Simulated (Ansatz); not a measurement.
This AlO2 structure is the end of a relaxation. It was relaxed at this level from a cell as deposited in COD.

Level of theory: Ansatz 0.2.0, DFT PBE, scalar-relativistic, plane waves, PAW. Cutoff 420 eV, Γ-centred mesh, Gaussian smearing, collinear spin.

```
Al O
1.0
     9.34920    0.00000    0.00000
     0.00000    2.91705    0.00000
     0.00000    0.00000    4.82006
Al O
4 8
Direct
  0.16289 0.25000 0.95788
  0.83711 0.75000 0.04212
  0.33711 0.75000 0.45788
  0.66289 0.25000 0.54212
  0.77100 0.25000 0.23012
  0.22900 0.75000 0.76988
  0.72900 0.75000 0.73012
  0.27100 0.25000 0.26988
  0.96857 0.25000 0.84538
  0.03143 0.75000 0.15462
  0.53143 0.75000 0.34538
  0.46857 0.25000 0.65462
```

Formation energies are uncorrected and refer to the elements' standard structures at the same level (O₂ as a molecule).

Q: Find its symmetry and describe it.

A: Pnma (No. 62). Conventional cell: a = 9.349 Å, b = 2.917 Å, c = 4.820 Å. Al has 4 O at 1.81–1.90 Å and 2 O at 2.13 Å; O on its first site has 3 Al at 1.81–1.82 Å; O on its second site has 1 Al at 1.90 Å, 2 Al at 2.13 Å and 2 O at 2.17 Å.

Q: What is its formation energy per atom?

A: −2.126 eV/atom. Whether it is stable depends on the other phases of the system, which aren't compared here.

Q: Is it a metal?

A: No, the gap on the 4×12×8 mesh is 0.14 eV.

Q: Which magnetic moments does it keep?

A: 0.33 μB per atom net, the space between the atoms included; by site: O 0.8 (×4) μB.

The last run used collinear spin, a 4×12×8 mesh (in the run's order of axes) for its 12-atom cell and Gaussian smearing of 0.01 eV. Kohn–Sham gaps at this level usually fall short of measured ones. The magnetic state reached may not be the lowest. Small gaps are read on the mesh alone, and bands can cross between its points. A structure relaxed within its symmetry needn't be a true minimum.
